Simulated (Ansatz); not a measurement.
**HfCo: zone-centre modes under pressure**

HfCo, Pm-3m, a = 3.078 Å. The structure is a COD entry; whether it is the stable form wasn't checked. Ansatz: LDA, PAW, 420 eV, Γ-centred 14×14×14 mesh on 2 atoms, Fermi-Dirac smearing 0.15 eV; no spin polarisation. Cell and atoms are relaxed at each pressure with the symmetry kept; optical modes at Γ by linear response, in cm⁻¹, the highest.

```
P (GPa) V (Å³/atom)     ω1
      0       14.579  173.9
      8       14.025  190.8
     25       13.113      ?
```

Task: Get the mode's Grüneisen parameter γ = −d ln ω/d ln V from the other rows and predict the missing frequency.

Result: ln(V/V0) = 0.0000, -0.0387, -0.1060; a line through ln(ω/ω0) of the 2 known rows gives ω1: γ = 2.397, predicted 224.2, computed 220.3. The miss is 1.8 %: γ isn't constant over this range. In a metal these frequencies hang on the mesh and smearing.

Spin polarisation was left out, and a magnetic state may lie lower. Spin–orbit coupling is left out, which can shift energies with elements as heavy as these.